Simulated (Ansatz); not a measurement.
SrAs₂Ru₂:
```xyz
5
Lattice="-2.0845 2.0845 5.7121 2.0845 -2.0845 5.7121 2.0845 2.0845 -5.7121" Properties=species:S:1:pos:R:3 pbc="T T T"
Sr     0.0000     0.0000     0.0000
As     0.0000     0.0000     7.3507
As     0.0000     0.0000     4.0735
Ru     2.0845     0.0000     2.8561
Ru     0.0000     2.0845     2.8561
```

Relaxed with r²SCAN.

**Question.** Which orbitals make up the states near the Fermi level in r²SCAN in the plane-wave PAW code Ansatz?

**Answer.** Within 0.5 eV of the Fermi level: Ru 4d 58 %, As 4p 26 %, outside the projected shells 8 %. Projections are on Löwdin-orthogonalised atomic valence shells; empty p or d shells of many metals are not among them.

**Question.** Tabulate the density of states.

**Answer.** States/eV per cell of 5 atoms, in 0.25 eV bins, energy from the Fermi level.

| E (eV) | total | Ru 4d | As 4p | Ru 5s |
|---|---|---|---|---|
| -7.85 | 0.00 | 0.00 | 0.00 | 0.00 |
| -7.60 | 0.00 | 0.00 | 0.00 | 0.00 |
| -7.35 | 0.00 | 0.00 | 0.00 | 0.00 |
| -7.10 | 0.00 | 0.00 | 0.00 | 0.00 |
| -6.85 | 0.00 | 0.00 | 0.00 | 0.00 |
| -6.60 | 0.00 | 0.00 | 0.00 | 0.00 |
| -6.35 | 0.00 | 0.00 | 0.00 | 0.00 |
| -6.10 | 1.99 | 0.64 | 0.98 | 0.23 |
| -5.85 | 3.64 | 1.19 | 1.83 | 0.39 |
| -5.60 | 3.33 | 0.99 | 1.73 | 0.35 |
| -5.35 | 3.40 | 1.15 | 1.71 | 0.24 |
| -5.10 | 3.22 | 1.22 | 1.64 | 0.16 |
| -4.85 | 3.15 | 1.55 | 1.45 | 0.08 |
| -4.60 | 4.83 | 2.07 | 2.46 | 0.14 |
| -4.35 | 5.60 | 2.45 | 2.77 | 0.14 |
| -4.10 | 6.82 | 2.97 | 3.53 | 0.05 |
| -3.85 | 5.07 | 2.27 | 2.56 | 0.05 |
| -3.60 | 3.78 | 1.97 | 1.61 | 0.04 |
| -3.35 | 3.45 | 1.75 | 1.51 | 0.02 |
| -3.10 | 2.64 | 1.70 | 0.75 | 0.01 |
| -2.85 | 3.60 | 2.84 | 0.40 | 0.02 |
| -2.60 | 2.77 | 2.35 | 0.25 | 0.02 |
| -2.35 | 2.65 | 2.29 | 0.15 | 0.01 |
| -2.10 | 2.39 | 2.07 | 0.16 | 0.01 |
| -1.85 | 3.52 | 3.10 | 0.21 | 0.02 |
| -1.60 | 5.96 | 5.26 | 0.27 | 0.08 |
| -1.35 | 6.45 | 5.66 | 0.38 | 0.04 |
| -1.10 | 4.14 | 3.46 | 0.39 | 0.02 |
| -0.85 | 6.57 | 5.45 | 0.61 | 0.09 |
| -0.60 | 3.13 | 2.35 | 0.47 | 0.03 |
| -0.35 | 2.31 | 1.57 | 0.48 | 0.03 |
| -0.10 | 1.78 | 1.06 | 0.48 | 0.03 |
| 0.15 | 1.46 | 0.74 | 0.45 | 0.04 |
| 0.40 | 1.57 | 0.70 | 0.49 | 0.06 |
| 0.65 | 2.00 | 0.77 | 0.57 | 0.11 |
| 0.90 | 1.86 | 0.66 | 0.53 | 0.09 |
| 1.15 | 2.20 | 0.95 | 0.58 | 0.09 |
| 1.40 | 6.87 | 4.06 | 1.66 | 0.19 |
| 1.65 | 4.42 | 2.22 | 1.23 | 0.11 |
| 1.90 | 2.37 | 1.00 | 0.80 | 0.05 |
| 2.15 | 2.44 | 0.82 | 0.84 | 0.09 |
| 2.40 | 2.07 | 0.59 | 0.68 | 0.10 |
| 2.65 | 1.38 | 0.38 | 0.51 | 0.06 |
| 2.90 | 1.59 | 0.36 | 0.55 | 0.08 |
| 3.15 | 1.32 | 0.26 | 0.42 | 0.09 |
| 3.40 | 1.77 | 0.34 | 0.51 | 0.12 |
| 3.65 | 1.74 | 0.27 | 0.40 | 0.12 |
| 3.90 | 2.35 | 0.27 | 0.38 | 0.17 |
| 4.15 | 3.62 | 0.45 | 0.54 | 0.35 |
| 4.40 | 4.06 | 0.43 | 0.49 | 0.38 |
| 4.65 | 4.90 | 0.39 | 0.39 | 0.38 |

Space group I4/mmm. The workflow started from a Materials Project entry (that database holds measured and hypothetical structures alike); the Crystallography Open Database copy checked does not list it. Its standing as an ambient phase is unchecked. The cell was relaxed with r²SCAN under the symmetry of its start; its stability against distortions is not shown here. No spin polarisation was allowed. Spin–orbit coupling is left out wherever it is not named.

Potentials: the later of the program's two PAW sets.
